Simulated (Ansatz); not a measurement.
ZrTa (CsCl type), relaxed with PBEsol (Ansatz, a first-principles code, plane waves, PAW): a = 3.3965 Å, b = 3.3965 Å, c = 3.3965 Å, α = 90.00°, β = 90.00°, γ = 90.00°.

| Quantity | Value |
|---|---|
| ΔH_f (eV/atom) | 0.20 |
| B₀ by P(V) fit (GPa) | 138 |

Q: The same phase is relaxed and computed with PBE in the same code. What are the cell and these values now?

A: a = b = c = 3.441 Å, α = β = γ = 90.00°.

* **ΔH_f (eV/atom)**: 0.20
* **B₀ by P(V) fit (GPa)**: 131

Typed or built starts, not in the databases checked: ZrTa, CsCl type. All cells were relaxed under the symmetry of their starts (and spin orders); stability against distortions was not tested throughout. Rows with no word on spin ran without spin polarisation. Spin–orbit coupling is left out wherever it is not named.

Potentials: the later of the program's two PAW sets.

Ansatz is a plane-wave DFT program.

Formation energies count from the lowest solids of the elements computed at the same level, not from gases.
